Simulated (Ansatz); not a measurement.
Input:

CuI:
```yaml
crystal:
  lattice:
    - [4.16147, 0.00000, 0.00000]
    - [-2.08073, 3.60394, 0.00000]
    - [0.00000, 0.00000, 9.51325]
  atoms:
    - { symbol: Cu, position: [0.49986, 0.00000, 0.33333] }
    - { symbol: Cu, position: [0.00000, 0.49986, 0.66667] }
    - { symbol: Cu, position: [0.50014, 0.50014, 0.00000] }
    - { symbol: I, position: [0.49997, 0.00000, 0.83333] }
    - { symbol: I, position: [0.00000, 0.49997, 0.16667] }
    - { symbol: I, position: [0.50003, 0.50003, 0.50000] }
```

This is the PBEsol-relaxed structure.

Task: All from the program Ansatz at the PBEsol level (PAW), unless another level is named. Give the electronic dielectric constant ε∞ (DFPT).

Result: 8.09 (xx = yy), 9.44 (zz).

Task: What about the Born charges (a third of the trace)?

Result: Cu +1.10, I -1.10 e.

Space group P6_422. The start of the workflow was typed in or built on a structure type; neither database checked (COD, Materials Project) lists it. It is not the phase usual at ambient conditions (space group No. 216). Symmetry was held in the PBEsol relaxation; whether a distortion lowers the energy is not shown. The workflow began spin-polarised and lost its moments. Spin–orbit coupling is left out wherever it is not named.

Potentials: the earlier of the program's two PAW sets. The files were generated under PBE; for other functionals the program regenerates the frozen cores, and for LDA and PBEsol the local potential too.
